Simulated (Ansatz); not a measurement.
# Relaxation of Cd

Theory: DFT PBEsol, scalar-relativistic, plane waves, PAW in Ansatz. (420 eV cutoff, 18×18×8 k-mesh, Gaussian smearing of 0.10 eV, no spin polarisation)

What was changed in Sr: Sr → Cd on all its sites, cell and atoms relaxed.

Command:

```bash
ansatz run input.yaml --threads 1 --pin off --max-ram 2560MiB --backend cpu --events-out ev --progress --plain --runs-dir out
```

Input:

```yaml
crystal:
  lattice:
    - [2.9275750012, 0.0, 0.0]
    - [-1.4637875006, 2.5353543225, 0.0]
    - [0.0, 0.0, 5.7215795985]
  atoms:
    - { symbol: Cd, position: [0.3333333333, 0.6666666667, 0.25] }
    - { symbol: Cd, position: [0.6666666667, 0.3333333333, 0.75] }
basis:
  ecutwfc: 420
kpoints:
  mp_grid: { grid: [18, 18, 8] }
hamiltonian:
  xc: pbesol
scf:
  occupations: { method: gaussian, width: 0.1 }
output:
  forces: true
  stress: true
  eigenvalues: true
relax:
  adjacent_minimum: "off"
  f_tol: 0.01
  max_steps: 60
  cell: { stress_tol: 0.1 }
```

F is the free energy. Steps run on the plane waves of an earlier cell, but the last one, and at times one on the way, on a freshly chosen basis, so a repeated geometry can differ a little in energy.

Steps:

```
step F − F(1) (eV) largest force component (eV/Å) V (Å³/atom) P (GPa)
   1         0.0000                           0.000       21.234     0.01
   2        -0.0025                           0.000       21.136    -0.06
   3        -0.0028                           0.000       21.039     0.11
   4        -0.0028                           0.000       21.087    -0.09
   5        -0.0028                           0.000       21.061     0.00
   6        -0.0028                           0.000       21.061     0.00
```

Relaxed structure:

```
CELL_PARAMETERS angstrom
2.94406 0.00000 0.00000
-1.47203 2.54963 0.00000
0.00000 0.00000 5.61162
ATOMIC_POSITIONS crystal
Cd 0.33333 0.66667 0.25000
Cd 0.66667 0.33333 0.75000
```

The structure is hexagonal, space group P6_3/mmc (No. 194). Conventional cell: a = 2.944 Å, b = 2.944 Å, c = 5.612 Å, α = 90.00°, β = 90.00°, γ = 120.00°. Around Cd (site symmetry -6m2) lie 12 Cd at 2.94 to 3.28 Å.

The run converged. The run took 98 s on 1 thread of AMD EPYC 7571, on a shared host, peak memory 0.46 GiB.